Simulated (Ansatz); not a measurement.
The relaxed structure here is a generated cell of MoRu: the first start was made by placing the elements on the sites of a structure type, and the end was not matched to a known phase here, so it may be hypothetical.

The start is a generated cell, MoRu built in the AFLOW prototype AB_oC8_65_j_g (as in VIr). The cell and all atomic positions are relaxed at zero pressure with PBE (plane waves to 420 eV, PAW, scalar-relativistic; Ansatz, a quantum-chemistry and plane-wave program). First-step values are on the input's coarse k-mesh.

Ansatz input (later rounds restart from its end on a renewed k-mesh):
Ansatz 0.2 input:
```yaml
crystal:
  lattice:
    - [3.0105157, -3.4063045, 0]
    - [3.0105157, 3.4063045, 0]
    - [0, 0, 2.8194278]
  atoms:
    - { symbol: Ru, position: [0.78, 0.22, 0.5] }
    - { symbol: Ru, position: [0.22, 0.78, 0.5] }
    - { symbol: Mo, position: [0.28, 0.28, 0] }
    - { symbol: Mo, position: [0.72, 0.72, 0] }
basis: { ecutwfc: 420, ecutrho_ratio: 4, xc_grid: 2, fft_grid_basis: typed }
kpoints: { mp_grid: { grid: [7, 7, 11] } }
hamiltonian:
  xc: pbe
  dispersion: none
  pseudopotentials: { kind: paw }
scf: { occupations: { method: fermi_dirac, width: 0.05 } }
relax: { f_tol: 0.01, max_steps: 100, cell: { stress_tol: 0.02 } }
output: { forces: true, stress: true }
```

Problem. How large is the pressure on the unrelaxed cell, and of which sign?

Solution. +7.6 GPa (positive: the cell is compressed).

Problem. Which atoms feel the largest initial force, and how large is it?

Solution. 1.52 eV/Å, on Mo3, Mo4 (atoms numbered as listed).

Problem. How much energy is released per atom?

Solution. 0.05 eV/atom.

Problem. How does the volume change?

Solution. +2.7 %, from 14.46 to 14.84 Å³/atom.

Problem. What band gap does the relaxed structure have at this level?

Solution. Zero (metallic).

The space group stays Cmmm (No. 65) (the run could not lower it); the end is AFLOW prototype AB_oC8_65_j_g (as in VIr), with 4 atoms in the primitive cell. Final values are on a 10×10×16 k-mesh of the relaxed cell. No spin polarisation in the result.

The run could not lose the symmetry of its start; a randomly shaken copy of 8 atoms returns to this structure.
